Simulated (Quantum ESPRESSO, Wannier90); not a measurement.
SrTl (CsCl type): Wannier90 run

Structure: Materials Project mp-2434, symmetrised, not relaxed again. COD (Crystallography Open Database) has an entry of this formula and space group (matched by these alone). Method: PBEsol plane waves in Quantum ESPRESSO 7.5 (PseudoDojo norm-conserving files, 55 Ry, no spin polarisation, no spin-orbit coupling), Bloch states on a 8×8×8 mesh through Γ, Wannier90 4.0.1. Density: 10×10×10 mesh, cold smearing 0.01 Ry. Spin-orbit coupling is left out although heavy elements are present.

```
begin unit_cell_cart
ang
    4.0628500000    0.0000000000    0.0000000000
    0.0000000000    4.0628500000    0.0000000000
    0.0000000000    0.0000000000    4.0628500000
end unit_cell_cart
mp_grid = 8 8 8
```

Question: Which shells of neighbouring k-points and which b-vectors and weights does Wannier90 pick for this cell and mesh?

Answer: 
```
 *---------------------------------- K-MESH ----------------------------------*
 +----------------------------------------------------------------------------+
 |                    Distance to Nearest-Neighbour Shells                    |
 |                    ------------------------------------                    |
 |          Shell             Distance (Ang^-1)          Multiplicity         |
 |          -----             -----------------          ------------         |
 |             1                   0.193312                      6            |
 |             2                   0.273385                     12            |
 |             3                   0.334826                      8            |
 |             4                   0.386624                      6            |
 |             5                   0.432259                     24            |
 |             6                   0.473516                     24            |
 |             7                   0.546769                     12            |
 |             8                   0.579936                     30            |
       ... (lines left out)
 +----------------------------------------------------------------------------+
 | The b-vectors are chosen automatically                                     |
 | The following shells are used:                       1                     |
 +----------------------------------------------------------------------------+
 |                        Shell   # Nearest-Neighbours                        |
 |                        -----   --------------------                        |
 |                          1               6                                 |
 +----------------------------------------------------------------------------+
 | Completeness relation is fully satisfied [Eq. (B1), PRB 56, 12847 (1997)]  |
 +----------------------------------------------------------------------------+
 |                  b_k Vectors (Ang^-1) and Weights (Ang^2)                  |
 |                  ----------------------------------------                  |
 |            No.         b_k(x)      b_k(y)      b_k(z)        w_b           |
 |            ---        --------------------------------     --------        |
 |             1         0.000000    0.000000    0.193312    13.379868        |
 |             2         0.000000    0.193312    0.000000    13.379868        |
 |             3         0.193312    0.000000    0.000000    13.379868        |
 |             4         0.000000    0.000000   -0.193312    13.379868        |
 |             5         0.000000   -0.193312    0.000000    13.379868        |
 |             6        -0.193312    0.000000    0.000000    13.379868        |
```
